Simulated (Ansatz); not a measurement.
BeSe:
```yaml
crystal:
  lattice:
    - [3.61512, 0.00000, 0.00000]
    - [-1.80756, 3.13079, 0.00000]
    - [0.00000, 0.00000, 5.96395]
  atoms:
    - { symbol: Be, position: [0.33333, 0.66667, 0.99936] }
    - { symbol: Se, position: [0.66667, 0.33333, 0.12564] }
    - { symbol: Be, position: [0.66667, 0.33333, 0.49936] }
    - { symbol: Se, position: [0.33333, 0.66667, 0.62564] }
```

Relaxed with PBEsol. Special points in fractions of this cell's reciprocal vectors: Γ (0.000, 0.000, 0.000); M (0.500, 0.000, 0.000); K (0.333, 0.333, 0.000); A (0.000, 0.000, 0.500); L (0.500, 0.000, 0.500); H (0.333, 0.333, 0.500).

Q: List the band energies nearest the valence-band maximum at these points for PBEsol (plane waves, PAW; program Ansatz).

A: In eV from the valence-band maximum; about four levels below and three above (degenerate sets whole), none deeper than 8.9 eV; points with the same levels are listed once.

```csv
k,below,above
Γ,-1.20 -1.20 -0.18 0.00 0.00,3.97 4.21 4.75 4.75
M,-3.92 -2.76 -2.41 -1.18,3.25 4.67 5.46
K,-4.34 -4.34 -3.06 -3.06 -3.02,3.09 7.78 7.78
A,-0.67 -0.67 -0.67 -0.67,4.37 4.37 5.57 5.57 5.57 5.57
L,-2.10 -2.10 -2.09 -2.09,3.31 3.31 4.88 4.88
H,-4.15 -4.15 -1.70 -1.70,4.50 4.50 6.02 6.02
```

Space group P6_3mc (wurtzite). The start of the workflow was typed in or built on a structure type; neither database checked (COD, Materials Project) lists it. COD files the formula under space group No. 216. Its standing as an ambient phase is unchecked. The PBEsol relaxation kept the symmetry of its start; whether a distortion lowers the energy is not shown. Spin–orbit coupling is left out wherever it is not named.

Potentials: the earlier of the program's two PAW sets. The files were generated under PBE; for other functionals the program regenerates the frozen cores, and for LDA and PBEsol the local potential too.
